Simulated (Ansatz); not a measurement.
Ansatz (a quantum-chemistry and plane-wave program) input:

Ansatz 0.2 input:
```yaml
crystal:
  lattice:
    - [0.0, 2.0803170912, 2.0803170912]
    - [2.0803170912, 0.0, 2.0803170912]
    - [2.0803170912, 2.0803170912, 0.0]
  atoms:
    - { symbol: Mg, position: [0.0, 0.0, 0.0] }
    - { symbol: O, position: [0.5, 0.5, 0.5] }
kpoints:
  mp_grid: { grid: [11, 11, 11] }
hamiltonian:
  xc: lda
  pseudopotentials: { azcp: { folder: ./paw }, kind: paw }
scf:
  occupations: { method: fixed }
elastic: { mode: relaxed_ion, stencil: two_point, amplitude: 0.005, f_tol: 0.0005 }
```

Output (shortened):

```
Pseudopotential: Mg, paw, valence charge 10
Pseudopotential: O, paw, valence charge 6
Functional definition: SPW92
Crystal: 2 atoms, lattice volume = 18.006 Å³
Basis set: ecut = 420 eV, 339 PW (Γ)
Bands: 12, of which v1, the nominal top of the filled ones, is band 8 counted from 1 (7 counted from 0)
Symmetry: 48 space group operations
Space group: Fm-3m (ITA 225), of the structure as read, at distance tolerance 2.6e-5 Å
k-points: 56 of 1331
SCF iter   1: F=—  HF=-2460.106153 eV  |F-HF|=—  |Δ(HF+E_count)|=         —  Δρ=6.81e-2  dr2=4.35e-1  ethr=3.10e-3  ⟨swp⟩=4.5  Hψ=3587  notcnv=0  defer=73
preconditioner: auto → none
SCF iter   2: F=—  HF=-2460.042727 eV  |F-HF|=—  |Δ(HF+E_count)|=   6.34e-2  Δρ=2.62e-2  dr2=7.46e-2  ethr=2.72e-3  ⟨swp⟩=2.6  Hψ=1365  notcnv=0  defer=94
SCF iter   3: F=—  HF=-2460.064842 eV  |F-HF|=—  |Δ(HF+E_count)|=   2.21e-2  Δρ=1.17e-2  dr2=1.42e-2  ethr=4.66e-4  ⟨swp⟩=2.6  Hψ=1101  notcnv=0  defer=109
SCF iter   4: F=—  HF=-2460.062342 eV  |F-HF|=—  |Δ(HF+E_count)|=   2.50e-3  Δρ=2.99e-3  dr2=1.33e-3  ethr=8.88e-5  ⟨swp⟩=2.1  Hψ=993  notcnv=0  defer=110
SCF iter   5: F=—  HF=-2460.062331 eV  |F-HF|=—  |Δ(HF+E_count)|=   1.14e-5  Δρ=5.68e-4  dr2=4.42e-5  ethr=8.30e-6  ⟨swp⟩=2.2  Hψ=982  notcnv=0  defer=110
SCF iter   6: F=—  HF=-2460.062343 eV  |F-HF|=—  |Δ(HF+E_count)|=   1.23e-5  Δρ=5.71e-5  dr2=3.33e-7  ethr=2.76e-7  ⟨swp⟩=2.1  Hψ=871  notcnv=0  defer=1
SCF iter   7: F=—  HF=-2460.062344 eV  |F-HF|=—  |Δ(HF+E_count)|=   1.36e-6  Δρ=4.35e-6  dr2=1.14e-9  ethr=2.08e-9  ⟨swp⟩=2.0  Hψ=1118  notcnv=0
SCF iter   8: F=—  HF=-2460.062344 eV  |F-HF|=—  |Δ(HF+E_count)|=  3.53e-10  Δρ=4.38e-7  dr2=1.92e-11  ethr=7.13e-12  ⟨swp⟩=2.6  Hψ=1040  notcnv=0
SCF iter   9: F=-2460.062344 eV  HF=-2460.062344 eV  |F-HF|=0.00e0  |Δ(HF+E_count)|=  9.55e-12  Δρ=3.20e-8  dr2=4.74e-14  ethr=1.00e-12  ⟨swp⟩=4.8  Hψ=3652  notcnv=0
SCF 1 converged in 9 iterations: F = -2460.062344 eV  dr2 = 4.74e-14
Crystal: 2 atoms, lattice volume = 17.916 Å³
Symmetry: 16 space group operations
k-points: 126 of 1331
iter 1 solved again at ethr=4.47e-7 eV; its pass at ethr=3.10e-3 eV (dr2=7.15e-5 eV) is discarded
SCF iter   1: F=—  HF=-2460.061917 eV  |F-HF|=—  |Δ(HF+E_count)|=         —  Δρ=8.24e-4  dr2=8.62e-5  ethr=4.47e-7  ⟨swp⟩=2.0  Hψ=9328  notcnv=0  defer=250
preconditioner: auto → none
SCF iter   2: F=—  HF=-2460.061891 eV  |F-HF|=—  |Δ(HF+E_count)|=   2.52e-5  Δρ=3.69e-4  dr2=1.58e-5  ethr=4.47e-7  ⟨swp⟩=2.0  Hψ=2138  notcnv=0  defer=114
SCF iter   3: F=—  HF=-2460.061887 eV  |F-HF|=—  |Δ(HF+E_count)|=   4.74e-6  Δρ=1.66e-4  dr2=3.38e-6  ethr=9.87e-8  ⟨swp⟩=2.0  Hψ=1951  notcnv=0  defer=7
SCF iter   4: F=—  HF=-2460.061885 eV  |F-HF|=—  |Δ(HF+E_count)|=   1.80e-6  Δρ=1.87e-5  dr2=1.68e-8  ethr=2.11e-8  ⟨swp⟩=2.1  Hψ=1946  notcnv=0  defer=4
SCF iter   5: F=—  HF=-2460.061885 eV  |F-HF|=—  |Δ(HF+E_count)|=   1.28e-7  Δρ=3.03e-6  dr2=5.03e-10  ethr=1.05e-10  ⟨swp⟩=2.5  Hψ=2353  notcnv=0  defer=2
SCF iter   6: F=—  HF=-2460.061885 eV  |F-HF|=—  |Δ(HF+E_count)|=  1.14e-11  Δρ=1.35e-7  dr2=6.98e-13  ethr=3.14e-12  ⟨swp⟩=1.9  Hψ=1921  notcnv=0  defer=2
SCF iter   7: F=-2460.061885 eV  HF=-2460.061885 eV  |F-HF|=0.00e0  |Δ(HF+E_count)|=  4.55e-13  Δρ=2.27e-8  dr2=2.47e-14  ethr=1.00e-12  ⟨swp⟩=4.7  Hψ=5227  notcnv=0
SCF 2 converged in 7 iterations: F = -2460.061885 eV  dr2 = 2.47e-14
Crystal: 2 atoms, lattice volume = 18.096 Å³
iter 1 solved again at ethr=1.28e-9 eV; its pass at ethr=3.10e-3 eV (dr2=2.05e-7 eV) is discarded
SCF iter   1: F=—  HF=-2460.061919 eV  |F-HF|=—  |Δ(HF+E_count)|=         —  Δρ=1.77e-4  dr2=2.35e-7  ethr=1.28e-9  ⟨swp⟩=2.9  Hψ=8951  notcnv=0  defer=140
preconditioner: auto → none
SCF iter   2: F=—  HF=-2460.061921 eV  |F-HF|=—  |Δ(HF+E_count)|=   2.23e-6  Δρ=8.82e-5  dr2=5.46e-8  ethr=1.28e-9  ⟨swp⟩=2.0  Hψ=1970  notcnv=0  defer=140
SCF iter   3: F=—  HF=-2460.061921 eV  |F-HF|=—  |Δ(HF+E_count)|=   5.67e-7  Δρ=4.30e-5  dr2=1.36e-8  ethr=3.41e-10  ⟨swp⟩=2.0  Hψ=1922  notcnv=0  defer=140
SCF iter   4: F=—  HF=-2460.061922 eV  |F-HF|=—  |Δ(HF+E_count)|=   1.77e-7  Δρ=1.39e-6  dr2=2.41e-11  ethr=8.53e-11  ⟨swp⟩=2.0  Hψ=1764  notcnv=0  defer=140
SCF iter   5: F=—  HF=-2460.061922 eV  |F-HF|=—  |Δ(HF+E_count)|=  1.58e-10  Δρ=1.16e-7  dr2=2.91e-13  ethr=1.51e-13 (applied; sched 1.00e-12)  ⟨swp⟩=2.0  Hψ=1857  notcnv=0  defer=140
SCF iter   6: F=-2460.061922 eV  HF=-2460.061922 eV  |F-HF|=0.00e0  |Δ(HF+E_count)|=  4.55e-13  Δρ=4.75e-9  dr2=1.49e-15  ethr=1.00e-12  ⟨swp⟩=4.1  Hψ=4971  notcnv=0
SCF 3 converged in 6 iterations: F = -2460.061922 eV  dr2 = 1.49e-15
Crystal: 2 atoms, lattice volume = 18.006 Å³
Symmetry: 8 space group operations
k-points: 216 of 1331
iter 1 solved again at ethr=2.70e-8 eV; its pass at ethr=3.10e-3 eV (dr2=4.32e-6 eV) is discarded
SCF iter   1: F=—  HF=-2460.062131 eV  |F-HF|=—  |Δ(HF+E_count)|=         —  Δρ=2.99e-4  dr2=6.49e-6  ethr=2.70e-8  ⟨swp⟩=3.4  Hψ=17284  notcnv=0  defer=425
preconditioner: auto → none
SCF iter   2: F=—  HF=-2460.062132 eV  |F-HF|=—  |Δ(HF+E_count)|=   3.80e-7  Δρ=1.45e-4  dr2=1.41e-6  ethr=2.70e-8  ⟨swp⟩=1.0  Hψ=2592  notcnv=0  defer=102
SCF iter   3: F=—  HF=-2460.062131 eV  |F-HF|=—  |Δ(HF+E_count)|=   3.42e-7  Δρ=8.25e-6  dr2=3.46e-9  ethr=8.80e-9  ⟨swp⟩=2.0  Hψ=3313  notcnv=0  defer=8
SCF iter   4: F=—  HF=-2460.062131 eV  |F-HF|=—  |Δ(HF+E_count)|=   1.76e-9  Δρ=8.73e-7  dr2=9.82e-11  ethr=2.17e-11  ⟨swp⟩=2.6  Hψ=4216  notcnv=0  defer=8
SCF iter   5: F=—  HF=-2460.062131 eV  |F-HF|=—  |Δ(HF+E_count)|=  1.68e-11  Δρ=5.82e-7  dr2=4.29e-11  ethr=6.14e-13 (applied; sched 1.00e-12)  ⟨swp⟩=2.0  Hψ=3456  notcnv=0  defer=8
SCF iter   6: F=—  HF=-2460.062131 eV  |F-HF|=—  |Δ(HF+E_count)|=  1.27e-11  Δρ=4.23e-8  dr2=9.18e-14  ethr=1.00e-12  ⟨swp⟩=3.9  Hψ=10493  notcnv=0
SCF iter   7: F=-2460.062131 eV  HF=-2460.062131 eV  |F-HF|=4.55e-13  |Δ(HF+E_count)|=  4.55e-13  Δρ=2.51e-9  dr2=2.06e-16  ethr=1.00e-12  ⟨swp⟩=4.0  Hψ=8408  notcnv=0
SCF 4 converged in 7 iterations: F = -2460.062131 eV  dr2 = 2.06e-16
Crystal: 2 atoms, lattice volume = 18.006 Å³
iter 1 solved again at ethr=2.18e-11 eV; its pass at ethr=3.10e-3 eV (dr2=3.49e-9 eV) is discarded
SCF iter   1: F=—  HF=-2460.062131 eV  |F-HF|=—  |Δ(HF+E_count)|=         —  Δρ=6.01e-6  dr2=1.76e-9  ethr=2.18e-11  ⟨swp⟩=3.4  Hψ=16337  notcnv=0  defer=229
preconditioner: auto → none
SCF iter   2: F=—  HF=-2460.062131 eV  |F-HF|=—  |Δ(HF+E_count)|=  8.54e-10  Δρ=3.04e-6  dr2=4.07e-10  ethr=1.10e-11  ⟨swp⟩=2.0  Hψ=3416  notcnv=0  defer=229
SCF iter   3: F=—  HF=-2460.062131 eV  |F-HF|=—  |Δ(HF+E_count)|=  1.72e-10  Δρ=1.64e-6  dr2=6.93e-11  ethr=2.54e-12  ⟨swp⟩=2.0  Hψ=3248  notcnv=0  defer=229
SCF iter   4: F=—  HF=-2460.062131 eV  |F-HF|=—  |Δ(HF+E_count)|=  1.26e-10  Δρ=5.40e-7  dr2=7.45e-12  ethr=4.33e-13 (applied; sched 1.00e-12)  ⟨swp⟩=1.0  Hψ=2592  notcnv=0  defer=229
SCF iter   5: F=—  HF=-2460.062131 eV  |F-HF|=—  |Δ(HF+E_count)|=  1.46e-11  Δρ=8.77e-8  dr2=1.97e-13  ethr=4.66e-14 (applied; sched 1.00e-12)  ⟨swp⟩=2.0  Hψ=3484  notcnv=0  defer=229
SCF iter   6: F=-2460.062131 eV  HF=-2460.062131 eV  |F-HF|=1.36e-12  |Δ(HF+E_count)|=  1.36e-12  Δρ=7.51e-9  dr2=1.61e-15  ethr=1.00e-12  ⟨swp⟩=4.0  Hψ=7781  notcnv=0
SCF 5 converged in 6 iterations: F = -2460.062131 eV  dr2 = 1.61e-15
SCF converged after 9 iterations
Free energy (F): -2460.062344 eV
Harris-Foulkes:  -2460.062344 eV  (|F-HF|=0.00e0)
Internal energy: -2460.062344 eV  (E = F + TS)
E sigma→0 (E₀):  -2460.062344 eV
Fermi energy:    8.145379 eV
--- Per-component energies (eV) ---
  E_band       = -289.089001
  E_kinetic    = 243.461869
  E_local      = -1668.317007  (includes V_loc(G=0)·N_el)
  E_nonlocal   = 249.450931
  E_hartree    = 551.045084
  E_xc         = -99.496232
  E_vxc        = -128.369324  (∫ρ·V_xc dr)
  E_paw        = -431.151220  (= ΣΔE_a)
  E_vpaw       = -87.406476  (= ΣTr[D̂ρ^β])
  E_aug_tail   = 0.000831  (compensation charges beyond the density's cutoff)
  E_ewald      = -1305.304001
  E_core_change = 0.247401  (= ΣΔE_core)
  E_smearing   =  0.000000  (= −TS)
  E_closure    =  0.000000  (closes the sum)
  Σ components = -2460.062344   (vs F -2460.062344, Δ=0.00e0)
  [band-id]    e_kinetic+e_local+e_nonlocal+2·e_hartree+e_vxc+e_vpaw+e_augmentation_tail = -289.089007   (vs E_band -289.089001, Δ=-6.64e-6)
--- Forces (eV/Å), atoms counted from 1 ---
  atom   1  Mg     0.00000000     0.00000000     0.00000000
  atom   2  O      0.00000000     0.00000000     0.00000000
  max |Σ_I F_I| component: 0.0 eV/Å
--- Stress (GPa, compression-positive) ---
       -0.006953       0.000000       0.000000
        0.000000      -0.006953       0.000000
        0.000000       0.000000      -0.006953
  P = ⅓ Tr σ = -0.0070 GPa (-0.070 kbar)
--- Band table (eV; the first three rows and the last of 56) ---
  k-point 0: bands = ["-63.2034", "-30.5979", "-30.5979", "-30.5979", "-9.0478", "8.1454", "8.1454", "8.1454", "13.1744", "23.8870", "23.8870", "23.8870"]
  k-point 1: bands = ["-63.2025", "-30.6063", "-30.5987", "-30.5987", "-8.9471", "7.5853", "8.0851", "8.0851", "13.6974", "22.8057", "24.0965", "24.0965"]
  k-point 2: bands = ["-63.2001", "-30.6288", "-30.6009", "-30.6009", "-8.6652", "6.3759", "7.9275", "7.9275", "14.7524", "21.3808", "24.5699", "24.5699"]
  k-point 55: bands = ["-63.1884", "-30.6622", "-30.6582", "-30.6318", "-7.2552", "4.8945", "5.1120", "6.4262", "19.4214", "20.1365", "20.4753", "24.1729"]
--- Elastic constants: 2 strain directions × 2 members + reference (group order 48) ---
  dense FFT box of the reference and of every strained cell: 20×20×20
  strains applied: 11, 23; error gains: componentwise 1.00 (the most a stress slope's error grows in a printed constant), spectral 1.73 (1 for all six strains …
  C = ∂σ_k/∂η_j (tension-positive GPa; Voigt order 11 22 33 23 13 12):
       324.070     95.741     95.741      0.000      0.000      0.000
        95.741    324.070     95.741      0.000      0.000      0.000
        95.741     95.741    324.070      0.000      0.000      0.000
         0.000      0.000      0.000    152.638      0.000      0.000
         0.000      0.000      0.000      0.000    152.638      0.000
         0.000      0.000      0.000      0.000      0.000    152.638
  reference stress σ⁰ (GPa):      0.007      0.007      0.007      0.000      0.000      0.000
  C* (energy form; C + prestress term) asymmetry max|C*_kj − C*_jk| = 1.421e-14 GPa — a small one proves nothing (zero by symmetry where the batch's group is …
  moduli (Voigt/Reuss/Hill, GPa): K = 171.85/171.85/171.85   G = 137.25/134.51/135.88   E = 322.61   ν = 0.187
  mechanically stable: yes (min eigenvalue of sym C = 152.64 GPa)
  where every solve meets its electron count the energy-path curvature estimates C_jj along a normal strain and C_jj − ¼(σ⁰_aa + σ⁰_bb) along a shear (ab), of …
  strain η (Voigt 11):  stress-route row diagonal C_11 = 324.07 GPa, energy-path curvature d²(F+E_count+ΔE)/dδ²/Ω₀ = 323.88 GPa
         δ    σ_11 (GPa)             F (eV)   n_scf  n_hpsi   n_pw
    -5.000e-3      -1.6636       -2460.0618849       7   26630    358   relax 0 steps, max|allowed force component| 0.0 eV/Å
     5.000e-3       1.5771       -2460.0619215       6   23199    363   relax 0 steps, max|allowed force component| 0.0 eV/Å
  strain η (Voigt 23):  stress-route row diagonal C_44 = 152.64 GPa, energy-path curvature d²(F+E_count+ΔE)/dδ²/Ω₀ = 152.66 GPa
         δ    σ_23 (GPa)             F (eV)   n_scf  n_hpsi   n_pw
    -5.000e-3      -0.7632       -2460.0621312       7   52786    360   relax 0 steps, max|allowed force component| 0.0 eV/Å
     5.000e-3       0.7632       -2460.0621312       6   39884    360   relax 0 steps, max|allowed force component| 0.0 eV/Å
```

Cost: roughly 7 core-seconds on shared cores.

The cell was relaxed with LDA under the symmetry of its start; phonons on a q-mesh show no instability.

Potentials: the earlier of the program's two PAW sets.

Ansatz is a plane-wave DFT program.
